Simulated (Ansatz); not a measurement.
TaW:
```xyz
4
Lattice="1.5259 -5.1076 0.0000 1.5259 5.1076 0.0000 0.0000 0.0000 4.5091" Properties=species:S:1:pos:R:3 pbc="T T T"
Ta     1.5259    -1.5203     1.1273
W      1.5259    -4.2305     1.1273
Ta     1.5259     1.5203     3.3818
W      1.5259     4.2305     3.3818
```

Relaxed with r²SCAN. Special points in fractions of this cell's reciprocal vectors: Γ (0.000, 0.000, 0.000); Y (-0.500, 0.500, 0.000); C0 (-0.272, 0.728, 0.000); Σ0 (0.272, 0.272, 0.000); Z (0.000, 0.000, 0.500); A0 (0.272, 0.272, 0.500); E0 (-0.272, 0.728, 0.500); T (-0.500, 0.500, 0.500); S (0.000, 0.500, 0.000); R (0.000, 0.500, 0.500).

Q: List the band energies nearest the Fermi level at these points for r²SCAN in the plane-wave PAW code Ansatz.

A: In eV from the Fermi level; about four levels below and three above (degenerate sets whole), none deeper than 8.9 eV; points with the same levels are listed once.

```
k                     below                above
--  -----------------------  -------------------
Γ   -1.21 -1.07 -0.77 -0.29       0.66 0.78 1.43
Y   -1.87 -1.51 -1.43 -0.79       0.38 0.78 1.28
C0  -2.25 -0.75 -0.36 -0.26       0.42 1.22 1.91
Z   -1.21 -1.21 -0.47 -0.47  0.12 0.12 1.19 1.19
A0  -1.56 -1.56 -1.10 -1.10  0.69 0.69 1.60 1.60
T   -0.68 -0.68 -0.13 -0.13  1.04 1.04 1.17 1.17
S   -2.41 -0.71 -0.53 -0.29       0.38 1.48 2.08
R   -2.20 -2.20 -0.30 -0.30  0.55 0.55 1.15 1.15
```

Space group Cmcm. The start of the workflow was typed in or built on a structure type; neither database checked (COD, Materials Project) lists it. Whether it is the stable phase at ambient conditions was not checked. Symmetry was held in the r²SCAN relaxation; its stability against distortions is not shown here. No spin polarisation was allowed. Its formation energy is positive at this level, so the cell may be metastable or incomplete. Spin–orbit coupling is left out wherever it is not named.

Potentials: the later of the program's two PAW sets.
